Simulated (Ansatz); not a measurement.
Input:

CsPbCl₃:
Space group Pm-3m (No. 221); a = b = c = 5.6155 Å, α = β = γ = 90.00°

```
atom  site  symmetry       x       y       z
----  ----  --------  ------  ------  ------
Cs      1b      m-3m  0.5000  0.5000  0.5000
Pb      1a      m-3m  0.0000  0.0000  0.0000
Cl      3d    4/mm.m  0.0000  0.0000  0.5000
```

This is the PBEsol-relaxed structure.

**Question.** All from PBEsol in the plane-wave PAW code Ansatz, unless another level is named. Estimate the Poisson's ratio.

**Answer.** 0.32.

**Question.** And the elastic constants (relaxed ions, GPa)?

**Answer.** C11 = 58.8, C12 = 8.0, C44 = 4.7.

This is a known high-temperature phase of the composition, computed here at zero pressure and temperature. Symmetry was held in the PBEsol relaxation; of distortions, only those at the zone centre were tested, and some modes there are weakly imaginary. Scalar-relativistic: spin–orbit coupling is off unless named, which matters more the heavier the elements.

Potentials: the later of the program's two PAW sets.
